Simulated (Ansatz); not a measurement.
**Al$_{3}$GaAs$_{4}$: relaxed-ion elastic tensor**

All numbers below come from Ansatz, DFT PBE, scalar-relativistic, plane waves, PAW. Cutoff 420 eV, 8×8×4 k-points (Γ-centred), fixed occupations. No spin polarisation.

Equilibrium structure at this level:
```
Al Ga As
1.0
     4.05518    0.00000    0.00000
     0.00000    4.05518    0.00000
     0.00000    0.00000   11.45731
Al Ga As
3 1 4
Direct
  0.00000 0.00000 0.74973
  0.00000 0.00000 0.25027
  0.50000 0.50000 0.50000
  0.50000 0.50000 0.00000
  0.50000 0.00000 0.87411
  0.00000 0.50000 0.12589
  0.50000 0.00000 0.37512
  0.00000 0.50000 0.62488
```

The cell was found from a structure generator's guess, not taken from experiment.

**Question.** Give the relaxed-ion elastic constants (GPa, Voigt order xx yy zz yz xz xy, on the Cartesian axes of the cell above).

**Answer.**
C11 = 126.4, C12 = 23.6, C13 = 47.0, C22 = 126.4, C23 = 47.0, C33 = 102.5, C44 = 51.1, C55 = 51.1, C66 = 27.8 GPa; the others vanish.

**Question.** Is the crystal stable against homogeneous strain?

**Answer.** Yes: the least eigenvalue of the tensor is 27.8 GPa.

**Question.** And the moduli of a polycrystal (Hill averages)?

**Answer.** B = 66 GPa, G = 40 GPa, E = 100 GPa, ν = 0.25.
